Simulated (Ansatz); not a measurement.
Relaxed LaCu2 (space group P6/mmm):

```
LaCu2
1.0
    4.26322     0.00000     0.00000
   -2.13161     3.69206     0.00000
    0.00000     0.00000     3.78231
La Cu
1 2
Direct
  0.00000   0.00000   0.00000
  0.33333   0.66667   0.50000
  0.66667   0.33333   0.50000
```

In each cell atom 3 (Cu, nearest neighbour Cu at 2.461 Å; its periodic images, 3.8 Å or more away, move with it) moves by s·(1.000, 0.000, 0.000) (along Cartesian x), the rest being held.

Calculation: PBEsol (plane waves to 420 eV, PAW, scalar-relativistic; Ansatz, a first-principles code). k mesh 10×10×10 (Γ-centred), Fermi-Dirac smearing 0.05 eV. Energies are smeared free energies. With partly filled bands, energies and forces of such displacements shift with the k mesh and the smearing. On this mesh the relaxed cell isn't quite at rest: it carries a pressure of -0.1 GPa (compression positive) at the zero of the scan. LaCu2 is run without spin polarisation. LaCu2 was relaxed with its symmetry unable to fall. ΔE is measured from the undisplaced structure.

The scan covers s from -0.250 to 0.250 Å in 11 points.

### Question
Is this a single well or a double well?

### Answer
A single well with its minimum at or next to zero displacement.

### Question
Is the energy the same for equal positive and negative displacements?

### Answer
Even: the same for both signs. With its periodic images moving along, the atom's site symmetry in this cell is -6m2.

### Question
What is the force constant k = d²E/ds² of this move at s = 0?

### Answer
5.33 eV/Å².

(For displaced atoms, the force is minus the slope of the energy, and its curvature is a force constant, which sets phonon frequencies.)
